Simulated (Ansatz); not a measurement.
Data:

GaRu$_{3}$C:
```
CELL_PARAMETERS angstrom
      3.99561     0.00000     0.00000
      0.00000     3.99561     0.00000
      0.00000     0.00000     3.99561
ATOMIC_POSITIONS crystal
  Ga 0.00000 0.00000 0.00000
  Ru 0.00000 0.50000 0.50000
  Ru 0.50000 0.00000 0.50000
  Ru 0.50000 0.50000 0.00000
  C  0.50000 0.50000 0.50000
```

This is the r²SCAN-relaxed structure.

Task: All from r²SCAN in the plane-wave PAW code Ansatz, unless another level is named. Predict the Poisson's ratio.

Result: 0.29.

Task: What about the elastic constants (relaxed ions, GPa)?

Result: C11 = 531, C12 = 136, C44 = 103.

Space group Pm-3m (anti-perovskite). The start of the workflow was typed in or built on a structure type; neither database checked (COD, Materials Project) lists it. Its standing as an ambient phase is unchecked. The cell was relaxed with r²SCAN under the symmetry of its start; its stability against distortions is not shown here. The run is not spin-polarised. As this level gives no gap, shear constants depend on the k-mesh and smearing (Fermi–Dirac, 0.1 eV here).

Potentials: the later of the program's two PAW sets.
